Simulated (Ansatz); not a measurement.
HfB: rattling a relaxed structure

The structure comes from a generated guess, relaxed at this level; another structure or a mixture of phases may lie lower.

Computed with Ansatz, DFT PBE, scalar-relativistic, plane waves, PAW. Settings: cutoff 420 eV, Γ-centred mesh 18×18×18 on the computed 2-atom cell, Gaussian smearing of 0.10 eV; no spin polarisation.

The cell below (2 atoms, space group R-3m (No. 166)) is relaxed within its symmetry.

```xyz
2
Lattice="2.2197 1.2815 1.5898 -2.2197 1.2815 1.5898 0.0000 -2.5630 1.5898" Properties=species:S:1:pos:R:3 pbc="T T T"
Hf    0.0000    0.0000    2.3847
B     0.0000    0.0000    0.0000
```

For the test a repeat of it with 4 atoms (edges 3.02, 3.02, 6.03 Å) was strained at random (σ = 1.5 % a component), the atoms were moved at random (σ = 0.15 Å), and all was relaxed again on a coarse 8×8×4 mesh (in the run’s order of axes) with 0.20 eV smearing, with no symmetry imposed.

These runs have no spin–orbit coupling, which can matter for Hf. The cell is a metal run without spin; a magnetic state may lie lower.

Q: What happens?

A: It doesn't return. The energy falls by 537 meV/atom on that mesh, the volume changes by 4.1 %, and the end has space group Fm-3m (No. 225) at a loose tolerance. Relaxed again on a 20×20×20 mesh with 0.10 eV smearing, the new structure lies 540 meV/atom below the first (mesh in the axes of the run's cell; the cell below is made exact in the group named). Space group Fm-3m (No. 225), cubic, a = 4.834 Å. Hf has 6 B at 2.42 Å; B is surrounded by 6 Hf at 2.42 Å.

```
Hf B
1.0
     0.00000    2.41704    2.41704
     2.41704    0.00000    2.41704
     2.41704    2.41704    0.00000
Hf B
1 1
Cartesian
  2.4170 2.4170 2.4170
  0.0000 0.0000 0.0000
```
